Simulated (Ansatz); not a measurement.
**PtSe₂ — electric field gradients**

The cell is a COD entry whose atoms were relaxed with PBE, the cell held.

```
CELL_PARAMETERS angstrom
3.72780 0.00000 0.00000
-1.86390 3.22837 0.00000
0.00000 0.00000 5.03130
ATOMIC_POSITIONS crystal
Pt 0.00000 0.00000 0.00000
Se 0.33333 0.66667 0.26021
Se 0.66667 0.33333 0.73979
```

Atom numbers follow the list; atoms alike are taken as one site, whose name carries the number of the first.

Level of theory: DFT, r2SCAN, plane waves and PAW, scalar-relativistic, 500 eV cutoff, Γ-centred 14×14×9 k-points, Fermi–Dirac smearing 0.05 eV (Ansatz 0.2.0).

Conventions: |V_zz| ≥ |V_yy| ≥ |V_xx|, η = (V_xx − V_yy)/V_zz, C_Q = eQV_zz/h.

```
site  atoms (order as listed)                          first shell  V_zz (10²¹ V/m²)     η  C_Q (MHz)
  Pt                        1                       6 Se at 2.52 Å              8.47  0.00          –
  Se                     2, 3  3 Pt at 2.52 Å; also 3 Se at 3.23 Å             -4.57  0.00          –
```

An axis of threefold or higher order runs through Pt and Se, so V_zz lies along it and η is zero.

Pt, Se have no stable isotope with a ground-state quadrupole moment in the table, so no C_Q is given.

With no gap above 0.1 eV, as in a metal, the gradients converge slowly in k; expect changes of a tenth or more on a denser mesh. Spin–orbit coupling is left out, which shifts gradients on Pt by a few per cent in wide-gap crystals, and can shift them far more where the calculated gap is small or absent, as here. With these PAW files V_zz is typically within 2 to 3 % of all-electron values, but misses above 10 % occur on Pt. Semilocal functionals make gaps too small and can close them, so the real compound need not be a metal.
